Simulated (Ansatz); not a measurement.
## Lattice vibrations of In₃Te₅ at Γ

Level of theory: Ansatz, DFT PBE, scalar-relativistic, plane waves, PAW. Plane waves to 420 eV; Γ-centred k mesh 6×6×6; Gaussian smearing of 0.10 eV. No spin polarisation. Phonons by linear response, acoustic sum rule imposed.

Relaxed structure:
```yaml
crystal:
  lattice:
    - [6.32493, 0.00000, 0.00000]
    - [0.00000, 6.32493, 0.00000]
    - [0.00000, 0.00000, 6.32493]
  atoms:
    - { symbol: In, position: [0.50000, 0.00000, 0.00000] }
    - { symbol: In, position: [0.00000, 0.50000, 0.00000] }
    - { symbol: In, position: [0.00000, 0.00000, 0.50000] }
    - { symbol: Te, position: [0.00000, 0.50000, 0.50000] }
    - { symbol: Te, position: [0.50000, 0.00000, 0.50000] }
    - { symbol: Te, position: [0.50000, 0.50000, 0.00000] }
    - { symbol: Te, position: [0.00000, 0.00000, 0.00000] }
    - { symbol: Te, position: [0.50000, 0.50000, 0.50000] }
```

It was reached by relaxing an invented guess, and it needn't be the stable form of this composition. In a metal, frequencies depend on the k mesh and the smearing, soft modes most. Spin–orbit coupling is left out, which matters for heavy elements.

Optical modes at Γ:
```
frequency (cm⁻¹)  degeneracy
              27           3
              28           3
              42           3
              75           3
              88           3
              97           3
             112           3
```

All 21 optical modes at Γ are real: no displacement of atoms at fixed cell lowers the energy to second order. Strains and modes at other wave vectors aren't tested by this run.
